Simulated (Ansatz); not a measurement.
## Step by step: HfOs, relaxation of cell and atoms

Theory: DFT, LDA, PAW with Ansatz's default frozen-core files, scalar-relativistic (Ansatz 0.2.0).

Command: `ansatz run input.yaml --threads 1 --pin off --max-ram 2048MiB --backend cpu --events-out ev --progress --plain --runs-dir out` The run took 32 s on 1 thread of Arm Neoverse N1 (shared host), peak memory 0.42 GiB.

```yaml
crystal:
  lattice:
    - [3.239, 0.0, 0.0]
    - [0.0, 3.239, 0.0]
    - [0.0, 0.0, 3.239]
  atoms:
    - { symbol: Hf, position: [0.0, 0.0, 0.0] }
    - { symbol: Os, position: [0.5, 0.5, 0.5] }
kpoints:
  mp_grid: { grid: [10, 10, 10] }
scf:
  occupations: { method: fermi_dirac, width: 0.05 }
hamiltonian:
  xc: lda
  pseudopotentials: { kind: paw }
output:
  forces: true
  stress: true
  efg: { contact_densities: true }
relax:
  f_tol: 0.005
  max_steps: 80
  cell: {}
```

Spin–orbit coupling is left out, though it moves levels of the heavy atoms by tenths of an eV or more.

The cell comes from COD entry 1523505, which wasn't checked; take it as a given geometry.

The cutoff is 420 eV; energies and pressures of the walk include the program's estimate of the Pulay term. The PAW files were made with PBE; their cores are remade for this functional.

Each frame lists the cell vectors (Å), then Cartesian positions (Å); symmetry keeps all forces zero. Free energies count from the first step, -26596.6407 eV.

The walk took 6 evaluations in all; steps that aren't listed are left out.

Step 1: E = 0.0 meV, P = -8.90 GPa

```
cell 3.2390 0.0000 0.0000 0.0000 3.2390 0.0000 0.0000 0.0000 3.2390
Hf    0.0000    0.0000    0.0000
Os    1.6195    1.6195    1.6195
```

Step 2:

```
cell 3.0811 0.0000 0.0000 0.0000 3.0811 0.0000 0.0000 0.0000 3.0811
Hf    0.0000    0.0000    0.0000
Os    1.5405    1.5405    1.5405
```

Step 3: E = -35.9 meV, P = -1.69 GPa

```
cell 3.2051 0.0000 0.0000 0.0000 3.2051 0.0000 0.0000 0.0000 3.2051
Hf    0.0000    0.0000    0.0000
Os    1.6026    1.6026    1.6026
```

Question: Give the energy, pressure of step 2.

Answer: E = +314.7 meV, P = 36.01 GPa, step rejected
```
Hf    0.0000    0.0000    0.0000
Os    1.5405    1.5405    1.5405
```

Question: How does the relaxation end?

Answer: It converges, with a = 3.198 Å, b = 3.198 Å, c = 3.198 Å, α = 90.00°, β = 90.00°, γ = 90.00° (conventional cell, space group Pm-3m). The last solve (on a basis chosen afresh for the final cell, so its energy is not quite comparable) gives E = -36.7 meV, P = 0.01 GPa:
```
cell 3.1979 0.0000 0.0000 0.0000 3.1979 0.0000 0.0000 0.0000 3.1979
Hf    0.0000    0.0000    0.0000
Os    1.5990    1.5990    1.5990
```
